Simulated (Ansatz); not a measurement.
**²⁷Al nuclear quadrupole resonance in NbAlP₂SO₁₂**

Cell: a computed structure from the Materials Project (it need not be an observed phase), taken as it stands.

Space group Cc (No. 9); a = 14.9290, b = 8.5721, c = 8.8746 Å, β = 124.00°.

```
site  Wyckoff  site symmetry       x       y       z
  Al       4a              1  0.3921  0.2521  0.9328
  Nb       4a              1  0.6083  0.7591  0.0817
  P5       4a              1  0.4852  0.9679  0.2443
  P6       4a              1  0.8631  0.9052  0.2442
   S       4a              1  0.1449  0.8809  0.2469
 O11       4a              1  0.4209  0.0723  0.0802
 O12       4a              1  0.5491  0.3137  0.0855
 O13       4a              1  0.8652  0.8719  0.0784
 O17       4a              1  0.5679  0.9336  0.9179
 O18       4a              1  0.4610  0.6768  0.9163
 O19       4a              1  0.1431  0.1333  0.9119
 O23       4a              1  0.4192  0.1348  0.7839
 O24       4a              1  0.8623  0.9238  0.7819
 O25       4a              1  0.2420  0.1884  0.7735
 O29       4a              1  0.5664  0.8633  0.2253
 O30       4a              1  0.1492  0.0548  0.2255
 O31       4a              1  0.7603  0.8236  0.2197
```

One atom of each set is listed; the run and its k-mesh use a cell of 34 atoms with edges of 8.61, 8.61, 8.87 Å.

The numbers come from a DFT calculation in Ansatz (PBE, plane waves and PAW, scalar-relativistic, 420 eV cutoff, Γ-centred 3×3×3 k-points, Fermi–Dirac smearing 0.02 eV).

²⁷Al: I = 5/2, Q = 146.6 mb (year-2017 value). Static lattice, zero field.

(1) At which frequencies do the ²⁷Al NQR lines lie?

Answers

(1) For I = 5/2 and η = 0 the lines are 3|C_Q|/20 and twice that; η pulls their ratio below 2.

```
site  atoms  V_zz (10²¹ V/m²)  C_Q (MHz)     η  line frequencies (MHz)
  Al      2              2.56       9.08  0.21              1.43, 2.70
```

The largest force is 0.7 eV/Å, so the atoms aren't at the calculated equilibrium and relaxing them would move these values. A computed database structure should lie near equilibrium, so this entry is doubtful.
